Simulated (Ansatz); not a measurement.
**SiO2: Quadrupolar parameters**

The cell is a Materials Project structure (computed, not necessarily an observed phase).

Space group P4_12_12 (No. 92); a = 4.9926, c = 6.9339 Å.

```
site  Wyckoff  site symmetry       x       y       z
  Si       4a            ..2  0.6987  0.6987  0.5000
   O       8b              1  0.8936  0.7614  0.3201
```

One atom of each set is listed.

Computed with Ansatz: DFT, r2SCAN, plane waves and PAW (field gradients read without the response of the frozen cores, which leaves them typically 4 to 6 % off), scalar-relativistic, 500 eV cutoff, Γ-centred 5×5×4 k-points, Fermi–Dirac smearing 0.02 eV.

V_zz is the principal component of the electric field gradient with the largest magnitude, η = (V_xx − V_yy)/V_zz and C_Q = eQV_zz/h. ν_Q = 3|C_Q|/[2I(2I − 1)].

O-17: I = 5/2, Q = -25.58 mb. Quadrupole moments are those of Pyykkö's year-2017 table.

(1) Give the quadrupolar parameters of the distinct sites.

Results:

(1) 

```csv
site,atoms,first shell,C_Q (MHz),η,ν_Q (MHz)
O,8,"2 Si at 1.61 Å, angle 146°",-5.90,0.15,0.885
```

At O V_zz runs parallel to the line that joins its two neighbours (within 1°).

Si has no stable isotope with a ground-state quadrupole moment in the table, so these sites are left out.
